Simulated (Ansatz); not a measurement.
Relaxed-ion elastic tensor of SiC (zinc blende, space group No. 216) in GPa (Voigt order), PBE (plane waves, PAW; program Ansatz); density 3.17 g/cm³, 10.50 Å³ per atom.

```
383  127  127  0.0  0.0  0.0
127  383  127  0.0  0.0  0.0
127  127  383  0.0  0.0  0.0
0.0  0.0  0.0  239  0.0  0.0
0.0  0.0  0.0  0.0  239  0.0
0.0  0.0  0.0  0.0  0.0  239
```

Task: Is the crystal mechanically stable?

Result: Yes: the smallest eigenvalue of C is 239 GPa.

Task: Work out the Voigt, Reuss and Hill averages.

Result: K_V = 213, K_R = 213, K_H = 213; G_V = 195, G_R = 178, G_H = 186 GPa.

Task: Give Young's modulus, Poisson's ratio, Pugh's ratio and the universal anisotropy index.

Result: E = 9KG/(3K + G) = 432 GPa; ν = 0.16; K/G = 1.14 (brittle by the Pugh limit of 1.75); A_U = 5G_V/G_R + K_V/K_R − 6 = 0.49.

Task: Estimate the sound speeds and the Debye temperature.

Result: v_l = √((K + 4G/3)/ρ) = 12100 m/s, v_t = √(G/ρ) = 7660 m/s, mean 8430 m/s; Θ = (h/k)(3n/4πV)^(1/3) v_m = 1150 K.

Task: Give the Zener ratio and Young's modulus along [100], [110] and [111].

Result: A = 2C44/(C11 − C12) = 1.87; 1/E = S11 − 2(S11 − S12 − S44/2)Γ with Γ = 0, 1/4, 1/3 gives 320, 451, 522 GPa.

Space group F-43m (zinc blende). The PBE relaxation kept the symmetry of its start; phonons on a q-mesh show no instability.

Potentials: the later of the program's two PAW sets.
